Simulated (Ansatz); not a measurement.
Cu Kα1 powder pattern (kinematic, no thermal factors).
```tsv
2θ (°)	relative intensity
12.36	2
18.59	1
22.37	4
27.14	100
31.24	7
31.53	13
33.99	1
36.86	2
41.34	1
44.98	38
45.20	19
53.13	14
53.52	29
55.96	5
65.16	3
65.84	6
72.26	11
72.59	6
74.19	2
74.67	2
74.83	2
82.83	6
83.30	12
88.84	3
89.46	3
89.77	7
```

The pattern is computed from a structure relaxed with Ansatz 0.2.0, DFT PBE, scalar-relativistic, plane waves, PAW. No spin polarisation. Its elements are Ga, In, P.

Question: Give the structure.

Answer: In₂Ga₃P₅.
Space group I-4m2 (No. 119). a = 4.009 Å, b = 4.009 Å, c = 28.612 Å, α = 90.00°, β = 90.00°, γ = 90.00°
```
atom  site  symmetry       x       y       z
  In    4e      2mm. 0.0000  0.0000  0.3985
  Ga    4e      2mm. 0.5000  0.5000  0.2970
  Ga    2a      -4m2  0.0000  0.0000  0.0000
   P    4f      2mm. 0.5000  0.0000  0.3434
   P    4f      2mm. 0.0000  0.5000  0.4535
   P    2c      -4m2  0.0000  0.5000  0.2500
```

A pattern alone doesn't exclude other cells with like lines; this is the one computed.

It was reached by relaxing an invented guess, and it needn't be the stable form of this composition.
